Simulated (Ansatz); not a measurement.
Structure optimisation: arsenic, fcc

All numbers below come from DFT, r2SCAN, plane waves (500 eV) with PAW, scalar-relativistic (Ansatz). The PAW files were generated under PBE, with cores re-solved for the functional.

k-point mesh 13×13×13, Fermi-Dirac smearing 0.1 eV, no spin polarisation. Cell and atoms relax.

Starting structure:

```cif
data_structure
_symmetry_space_group_name_H-M 'P 1'
_symmetry_Int_Tables_number 1
_cell_length_a 2.9580
_cell_length_b 2.9580
_cell_length_c 2.9580
_cell_angle_alpha 60.000
_cell_angle_beta 60.000
_cell_angle_gamma 60.000
_cell_volume 18.30
loop_
_atom_site_label
_atom_site_type_symbol
_atom_site_fract_x
_atom_site_fract_y
_atom_site_fract_z
_atom_site_occupancy
As1 As 0.00000 0.00000 0.00000 1
```

Question: The pressure at the start is 3.8 GPa. By how much does the volume change?

Answer: From 18.30 to 19.11 Å³ per atom, 4.4 %. The final cell has a = 4.244 Å.

Question: How much energy does the relaxation gain?

Answer: 9.3 meV per atom.
